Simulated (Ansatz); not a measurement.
An Ansatz (a first-principles code) input:

Ansatz 0.2 input:
```yaml
crystal:
  lattice:
    - [11.5121881224, 0.0, 0.0]
    - [0.0, 4.174339087, 0.0]
    - [0.0, 0.0, 4.3709221925]
  atoms:
    - { symbol: Sn, position: [0.6186955152, 0.75, 0.4075810397] }
    - { symbol: Sn, position: [0.3813044848, 0.25, 0.5924189603] }
    - { symbol: Sn, position: [0.8813044848, 0.25, 0.9075810397] }
    - { symbol: Sn, position: [0.1186955152, 0.75, 0.0924189603] }
    - { symbol: Se, position: [0.1426328436, 0.25, 0.5226479472] }
    - { symbol: Se, position: [0.8573671564, 0.75, 0.4773520528] }
    - { symbol: Se, position: [0.3573671564, 0.75, 0.0226479472] }
    - { symbol: Se, position: [0.6426328436, 0.25, 0.9773520528] }
kpoints:
  mp_grid: { grid: [2, 6, 5] }
  band_path:
    path:
      - [[0.0, 0.0, 0.0], [0.5, 0.0, 0.0], [0.5, 0.5, 0.0], [0.0, 0.5, 0.0], [0.0, 0.0, 0.0], [0.0, 0.0, 0.5], [0.5, 0.0, 0.5], [0.5, 0.5, 0.5], [0.0, 0.5, 0.5], [0.0, 0.0, 0.5]]  # Γ-X-S-Y-Γ-Z-U-R-T-Z
      - [[0.5, 0.0, 0.0], [0.5, 0.0, 0.5]]  # X-U
      - [[0.0, 0.5, 0.0], [0.0, 0.5, 0.5]]  # Y-T
      - [[0.5, 0.5, 0.0], [0.5, 0.5, 0.5]]  # S-R
      - [VBM, CBM]
    npoints: 6
basis: { xc_grid: 2 }
hamiltonian:
  xc: pbe
  dispersion: d3bj
  pseudopotentials: { azcp: { folder: ./paw }, kind: paw_fr }
magnetization: { noncollinear: true, spin_orbit: true }
scf:
  n_extra_bands: 16
  convergence: { dr2_threshold: 0.0000000001 }
  occupations: { method: gaussian, width: 0.01 }
checkpoint: { write: soc.run }
output: { eigenvalues: true }
```

Problem. How many symmetry operations and irreducible k-points will the run report?

Solution. 8 operations, 24 of 60 k-points.

Problem. With a cutoff of 420 eV, how many plane waves at Γ?

Solution. 4065.

It took very roughly 29 core-minutes on shared server cores.

Space group Pnma. The PBE+D3(BJ) relaxation kept the symmetry of its start.

Potentials: the earlier of the program's two PAW sets.

Ansatz is a plane-wave DFT program.
